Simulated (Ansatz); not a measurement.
The elements of this relaxed trial crystal are hidden behind letters.

```
lattice vectors (Å)
   0.0000    3.1214    3.1214
   3.1214    0.0000    3.1214
   3.1214    3.1214    0.0000
fractional positions
X 0.0000 0.0000 0.0000
Z 0.2500 0.2500 0.2500
Z 0.7500 0.7500 0.7500
Z 0.5000 0.5000 0.5000
```

Computed with DFT PBE, scalar-relativistic, plane waves, PAW (Ansatz). Cutoff 420 eV, Γ-centred 14×14×14 mesh (4-atom cell), Gaussian smearing of 0.10 eV, no spin polarisation.

- Space group: Fm-3m (No. 225)
- Conventional cell: a = 6.243 Å
- Volume per atom: 15.21 Å³
- Density: 15.82 g/cm³
- Formation energy: +0.19 eV/atom
- Gap on the 14×14×14 mesh of the 4-atom cell: 0 eV (a metal)

Energies are uncorrected and count from the elements' standard states at the same level.

**Question.** X is a p-block element of period 3 and Z is a d-block element of period 6. Which elements are they?

**Answer.** X = Si, Z = W, so the formula is SiW3, here in the BiF3 (D0_3) type. Density times volume gives a mean mass of 15.82 × 15.21/1.6605 = 144.9 u per atom, and this set has 144.9 u. Around Si lie 8 W at 2.70 Å and 6 W at 3.12 Å; around W on a site of symmetry -43m lie 4 Si at 2.70 Å, 4 W at 2.70 Å and 6 W at 3.12 Å; around W on a site of symmetry m-3m lie 8 W at 2.70 Å and 6 Si at 3.12 Å. Other sets within the hints have nearly the same mass, so mass alone doesn't settle it; this one was computed.

These runs have no spin–orbit coupling, which can matter for W. A structure relaxed within its symmetry needn't be a true minimum.
